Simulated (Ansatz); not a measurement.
SiC:
```xyz
6
Lattice="3.0726 0.0000 0.0000 -1.5363 2.6610 0.0000 0.0000 0.0000 7.0391" Properties=species:S:1:pos:R:3 pbc="T T T"
Si    -0.7682     1.3305     2.3464
Si     0.7682     1.3305     4.6927
Si     1.5363     0.0000     0.0000
C     -0.7682     1.3305     5.8659
C      0.7682     1.3305     1.1732
C      1.5363     0.0000     3.5196
```

Relaxed with r²SCAN. Independent-particle spectrum: no excitons, no local fields, no scissors shift; 0.1 eV broadening; ε₁ of the summed bands alone.

Q: Tabulate the dielectric function from the program Ansatz at the r²SCAN level (PAW).

A: 

```tsv
E (eV)	ε₁ xx	ε₂ xx	ε₁ zz	ε₂ zz
0.0	9.92	0.00	9.88	0.00
0.3	9.94	0.00	9.90	0.00
0.6	10.01	0.00	9.97	0.00
0.9	10.14	0.00	10.09	0.00
1.2	10.31	0.00	10.26	0.00
1.5	10.55	0.00	10.49	0.00
1.8	10.88	0.00	10.79	0.00
2.1	11.29	0.00	11.19	0.00
2.4	11.85	0.00	11.71	0.00
2.7	12.60	0.00	12.39	0.00
3.0	13.67	0.00	13.34	0.00
3.3	15.57	0.04	14.75	0.00
3.6	18.19	2.19	17.30	0.22
3.9	20.02	5.20	22.02	4.14
4.2	19.23	11.06	19.39	10.10
4.5	15.38	11.01	18.88	9.69
4.8	16.90	11.32	19.01	17.34
5.1	16.19	15.87	14.81	16.06
5.4	14.66	17.61	13.62	19.58
5.7	12.45	24.19	9.56	23.18
6.0	2.45	25.05	2.03	23.64
6.3	-2.13	19.19	-2.83	17.20
6.6	-1.19	15.77	-0.28	14.31
6.9	-2.27	15.46	-0.80	14.14
7.2	-4.20	13.74	-2.03	13.49
7.5	-4.19	11.66	-2.96	12.81
7.8	-3.98	11.02	-4.11	12.19
8.1	-4.92	10.03	-5.40	10.15
8.4	-5.08	8.29	-4.52	8.10
8.7	-4.48	7.39	-3.61	7.88
9.0	-4.92	6.78	-4.66	7.76
9.3	-4.46	5.53	-4.84	6.28
9.6	-3.94	5.03	-4.33	5.28
9.9	-3.33	4.64	-3.78	4.67
10.2	-3.35	4.78	-3.35	4.82
10.5	-3.42	4.34	-3.65	4.62
10.8	-3.27	3.87	-3.66	3.61
11.1	-3.06	3.62	-3.01	3.31
11.4	-2.94	3.40	-2.66	3.33
11.7	-2.82	3.21	-2.52	3.29
12.0	-2.70	3.20	-2.79	3.31
```

Q: From ε at 4.4 eV (xx: 16.02 + 11.65i), find n, k, the normal reflectivity and the absorption coefficient.

A: n = 4.23, k = 1.376, R = 42 %, α = 2kE/ħc = 610000 cm⁻¹.

With all bands, ε∞ without local fields is 9.99 (xx = yy), 9.95 (zz).

Space group P6_422. The start of the workflow was typed in or built on a structure type; neither database checked (COD, Materials Project) lists it. It is not the phase usual at ambient conditions (space group No. 186, 216). The cell was relaxed with r²SCAN under the symmetry of its start; its stability against distortions is not shown here. Its formation energy is positive at this level, so the cell may be metastable or incomplete.

Potentials: the later of the program's two PAW sets.
